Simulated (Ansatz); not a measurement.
Data:

AgPt:
```
CELL_PARAMETERS angstrom
      1.37422     0.79341     4.64702
     -1.37422     0.79341     4.64702
      0.00000    -1.58681     4.64702
ATOMIC_POSITIONS crystal
  Ag 0.00000 0.00000 0.00000
  Pt 0.50000 0.50000 0.50000
```

This is the LDA-relaxed structure.

Task: All from the program Ansatz at the LDA level (PAW), unless another level is named. Estimate the bulk modulus (Birch–Murnaghan fit).

Result: 218 GPa.

Task: Predict the highest zone-centre frequency.

Result: 200 cm^-1.

Space group R-3m. The first step of the workflow began from a Materials Project structure, measured or hypothetical; the Crystallography Open Database copy checked does not list it. With Ag and Pt taken as one species the cell has the higher symmetry Fm-3m, so it may be an ordered model of a mixed-site phase. Whether it is the stable phase at ambient conditions was not checked. The LDA relaxation kept the symmetry of its start; its stability against distortions is not shown here. The run is not spin-polarised. As this level gives no gap, phonon frequencies hold no LO–TO term and depend on the k-mesh and smearing (Fermi–Dirac, 0.1 eV here). Spin–orbit coupling is left out wherever it is not named.

Potentials: the later of the program's two PAW sets.
